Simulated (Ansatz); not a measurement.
One crystal and one scan (frozen-phonon scan) at two levels, PBE (plane waves to 420 eV, PAW, scalar-relativistic; Ansatz, a program for electronic structure) and r2SCAN (plane waves to 500 eV, PAW, scalar-relativistic; Ansatz), each from its own relaxed cell and on its own mesh. The cell shown is that of PBE.

Relaxed MgO (rock salt):

```yaml
crystal:
  lattice:
    - [0.00000, 4.25375, 4.25375]
    - [2.12687, 2.12687, 4.25375]
    - [2.12687, 2.12687, 0.00000]
  atoms:
    - { symbol: O, position: [0.00000, 0.00000, 0.00000] }
    - { symbol: O, position: [0.50000, 0.00000, 0.00000] }
    - { symbol: Mg, position: [0.00000, 0.50000, 0.50000] }
    - { symbol: Mg, position: [0.50000, 0.50000, 0.50000] }
```

A phonon eigenvector at X = (0.5, 0.5, 0.0) is frozen into this cell: atom i moves by Q times the vector below, so Q is the largest atomic displacement, in Å. The cell is held. (q is in reciprocal vectors of the primitive cell; the cell shown is doubled to hold the pattern.)

```
atom      x      y       z
----  -----  -----  ------
O1    0.000  0.000  -0.138
O2    0.000  0.000   0.138
Mg3   0.000  0.000   1.000
Mg4   0.000  0.000  -1.000
```

MgO was relaxed with its symmetry unable to fall. Percentages come from the unrounded values. Both scans cover Q from -0.100 to 0.100 Å.

Results of PBE:

```
Item                                                                                                                                               Value
----------------------------------------------------------------------------------------  --------------------------------------------------------------
Lattice constant a (Å)                                                                                                                             4.254
Energy at Q = 0.100 Å (meV/cell)                                                                                                                   148.0
Harmonic wavenumber from the curvature (finite differences) (cm⁻¹ (negative: imaginary))                                                             400
Space group of the distorted cell                                                                                   P4/nmm (No. 129), lowered from Fm-3m
Symmetry of the curve                                                                                                      even: the same for both signs
Shape of the curve                                                                        a single well with its minimum at or next to zero displacement
```

Estimate the r2SCAN values.


| quantity | r2SCAN | PBE − r2SCAN |
|---|---|---|
| Lattice constant a (Å) | 4.204 | +0.050 (+1.2 %) |
| Energy at Q = 0.100 Å (meV/cell) | 167.7 | -19.7 (-12 %) |
| Harmonic wavenumber from the curvature (finite differences) (cm⁻¹ (negative: imaginary)) | 427 | -27 (-6.3 %) |

PBE gives the higher value for: lattice constant a. PBE gives the lower value for: energy at Q = 0.100 Å; harmonic wavenumber from the curvature. Both give the same space group of the distorted cell: P4/nmm (No. 129), lowered from Fm-3m. Neither level is exact: the differences show how much the result hangs on the functional.

(A displaced cell: forces are minus the slopes of the energy, force constants its curvatures, and phonons follow from these.)
